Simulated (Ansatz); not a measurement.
BeS in space group P6_422 (No. 181; Be on 3c, S on 3d) under volume change, DFT-r²SCAN+D4 in the program Ansatz with PAW potentials, shape and atoms relaxed at each volume.

```json
[
 {"V (Å³/atom)": "12.109", "E − E(relaxed) (meV/atom)": "41.4", "P (GPa)": "11.94"},
 {"V (Å³/atom)": "12.508", "E − E(relaxed) (meV/atom)": "17.5", "P (GPa)": "7.37"},
 {"V (Å³/atom)": "12.907", "E − E(relaxed) (meV/atom)": "(withheld)", "P (GPa)": "(withheld)"},
 {"V (Å³/atom)": "13.306", "E − E(relaxed) (meV/atom)": "0.0", "P (GPa)": "0.00"},
 {"V (Å³/atom)": "13.706", "E − E(relaxed) (meV/atom)": "3.8", "P (GPa)": "-2.96"},
 {"V (Å³/atom)": "14.105", "E − E(relaxed) (meV/atom)": "(withheld)", "P (GPa)": "(withheld)"},
 {"V (Å³/atom)": "14.504", "E − E(relaxed) (meV/atom)": "31.1", "P (GPa)": "-7.76"}
]
```

Some entries are withheld; supply them.


- 12.907, E − E(relaxed) (meV/atom): 4.2
- 12.907, P (GPa): 3.42
- 14.105, E − E(relaxed) (meV/atom): 14.4
- 14.105, P (GPa): -5.53

What does a third-order Birch–Murnaghan fit give for V₀, B₀ and B′?

V₀ = 13.31 Å³/atom, B₀ = 106 GPa, B′ = 3.8.

The start of the workflow was typed in or built on a structure type; neither database checked (COD, Materials Project) lists it. COD files the formula under space group No. 216, so this cell is another polymorph or a model. Its standing as an ambient phase is unchecked. The r²SCAN+D4 relaxation kept the symmetry of its start; whether a distortion lowers the energy is not shown.

Potentials: the earlier of the program's two PAW sets.
